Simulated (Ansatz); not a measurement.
# Two states of TiClF

```
F Cl Ti
1.0
     3.81695    0.00000    0.00000
     0.00000    3.38848    0.00000
     0.00000    0.00000    8.11077
F Cl Ti
2 2 2
Direct
  0.75000 0.75000 0.94460
  0.25000 0.25000 0.05540
  0.25000 0.25000 0.66804
  0.75000 0.75000 0.33196
  0.25000 0.75000 0.88068
  0.75000 0.25000 0.11932
```

Level: PBE; 420 eV; 5×5×3 (shifted by 0, 0, 0.5 steps) mesh; fermi-dirac occupations (width 0.011 eV); Ansatz 0.2.0, fixed geometry.

State A: Ti5 along (0.00, 0.00, 1.00), Ti6 along (0.00, 0.00, -1.00) (spinors with spin-orbit coupling). State B: Ti5 along (0.00, 0.00, 1.00), Ti6 along (0.00, 0.00, 1.00) (spinors with spin-orbit coupling).

Question: Compare the two self-consistent states.

Answer: State A is lower by 9.0 meV an atom at zero smearing. So small a gap isn't resolved on this mesh where a state is a metal.

```
state  free energy (meV/atom)  largest moment in a small sphere (μB)  net moment (μB/cell)  gap on mesh (eV)  pressure (GPa)  largest force (eV/Å)
    A                     0.0                                   1.34                  0.00             metal            10.4                  1.89
    B                     9.0                                   1.46                  4.00             metal            11.0                  2.20
```

Origin: a known structure type with other elements, at an estimated volume, so it need not be a known compound. Caveats: the k mesh is coarse if the cell is a metal; atoms or cell far from equilibrium; the SCF threshold is loose for a stress.
